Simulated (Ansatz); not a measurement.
The end point of a relaxation of HfSO. Space group P2₁3 (No. 198). Calculation: r2SCAN (plane waves to 500 eV, PAW, scalar-relativistic; Ansatz, a quantum-chemistry and plane-wave program).

```xyz
12
Lattice="5.6802 0.0000 0.0000 0.0000 5.6802 0.0000 0.0000 0.0000 5.6802" Properties=species:S:1:pos:R:3 pbc="T T T"
Hf     5.2831     5.2831     5.2831
Hf     2.4430     3.2372     0.3971
Hf     0.3971     2.4430     3.2372
Hf     3.2372     0.3971     2.4430
S      3.7990     3.7990     3.7990
S      0.9589     4.7214     1.8813
S      1.8813     0.9589     4.7214
S      4.7214     1.8813     0.9589
O      1.9604     1.9604     1.9604
O      4.8005     0.8797     3.7198
O      3.7198     4.8005     0.8797
O      0.8797     3.7198     4.8005
```

```yaml
volume_per_atom: 15.27 Å³
density: 8.21 g/cm³
band_gap: 3.29 eV, indirect (valence top at Γ, conduction bottom at k = (0.4, 0.4, 0.4)) (no spin-orbit coupling)
smallest_direct_gap: 4.00 eV at k = (0.4, 0.4, 0.4)
shortest_distances: Hf–O 2.08 Å; Hf–S 2.57 Å; O–S 2.94 Å; O–O 3.51 Å
k-mesh: 5×5×5
```

Band energies at high-symmetry points (eV from the VBM; labels of this space group; no spin-orbit coupling), from −5 eV up to 6.2 eV:

| point | energies |
|---|---|
| Γ | -4.28 -4.28 -3.75 -3.75 -3.75 -2.77 -1.92 -1.92 -1.92 -1.76 -1.76 -1.76 -1.67 -1.67 -0.65 0.00 0.00 0.00 4.16 4.16 4.23 4.23 4.23 4.67 4.67 4.67 5.02 5.02 5.02 5.83 5.83 5.83 6.00 |
| X | -4.95 -4.95 -4.83 -4.83 -4.60 -4.60 -4.09 -4.09 -3.50 -3.50 -2.50 -2.50 -2.01 -2.01 -1.46 -1.46 -1.28 -1.28 -0.68 -0.68 -0.42 -0.42 4.04 4.04 4.07 4.07 4.53 4.53 4.88 4.88 5.02 5.02 5.46 5.46 |
| M | -4.93 -4.93 -4.80 -4.80 -4.50 -4.50 -3.96 -3.96 -3.48 -3.48 -2.58 -2.58 -2.24 -2.24 -1.59 -1.59 -1.35 -1.35 -0.88 -0.88 -0.69 -0.69 3.87 3.87 3.90 3.90 4.45 4.45 5.10 5.10 5.14 5.14 5.87 5.87 |
| R | -4.71 -4.71 -4.71 -4.71 -3.56 -3.56 -3.56 -3.56 -2.48 -2.48 -2.48 -2.48 -1.40 -1.40 -1.40 -1.40 -0.71 -0.71 -0.71 -0.71 3.42 3.42 3.42 3.42 4.61 4.61 4.61 4.61 5.20 5.20 5.20 5.20 |
| X1 | -4.95 -4.95 -4.83 -4.83 -4.60 -4.60 -4.09 -4.09 -3.50 -3.50 -2.50 -2.50 -2.01 -2.01 -1.46 -1.46 -1.28 -1.28 -0.68 -0.68 -0.42 -0.42 4.04 4.04 4.07 4.07 4.53 4.53 4.88 4.88 5.02 5.02 5.46 5.46 |

No spin polarisation in the result.

The run could not lose the symmetry of its start.

The first start was generated by placing the elements on the sites of a structure type. Materials Project lists a structure of HfSO in the same space group, P2₁3 (No. 198); the sites were not compared with it, nor with measured phases.
